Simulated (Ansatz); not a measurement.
## ZrVSi under pressure: fit and missing row

ZrVSi, P4/nmm, a = 3.649 Å, c = 7.178 Å. The structure is a COD entry; whether it is the stable form wasn't checked. Ansatz: PBEsol, PAW, 420 eV, Γ-centred 10×10×6 mesh on 6 atoms, Gaussian smearing 0.10 eV; no spin polarisation. Cell and atoms are relaxed at each pressure, and no other structure is tried, so the rows at high pressure may lie past a change of phase.

```
V (Å³/atom) P (GPa)
          ?    39.99
     14.424    20.04
     15.090     9.99
     15.483     4.97
     15.742     2.00
     15.929     0.00
     16.127    -2.00
```

Question: Take V0 = 15.929 Å³/atom, fit the third-order Birch–Murnaghan form to the other rows, and predict the missing volume.

Answer: With the Eulerian strain f = ½[(V0/V)^(2/3) − 1] and y = P/[3f(1 + 2f)^(5/2)], the form is the line y = B0 + 1.5 B0 (B0′ − 4) f. Rows (f, y): 0.03420, 165.5; 0.01837, 165.6; 0.00956, 165.3; 0.00395, 165.5; -0.00410, 166.0. Means f = 0.01240, y = 165.58; Σ(Δf)² = 0.0008626, ΣΔfΔy = -0.007083; the slope is their ratio. y = 165.7 − 8.212 f GPa, so B0 = 165.7 GPa and B0′ = 4 + 2 × (-8.212)/(3 × 165.7) = 3.97. P = 39.99 GPa is met at f = 0.06061 (y = 165.20), so V = V0 (1 + 2f)^(−3/2) = 13.417 Å³/atom. The run gave 13.416 Å³/atom, so the fit is 0.001 Å³/atom too high, within twice the rms miss on the fitted rows (0.0006 Å³/atom). The form still works here, 91 % of the fitted range beyond its end.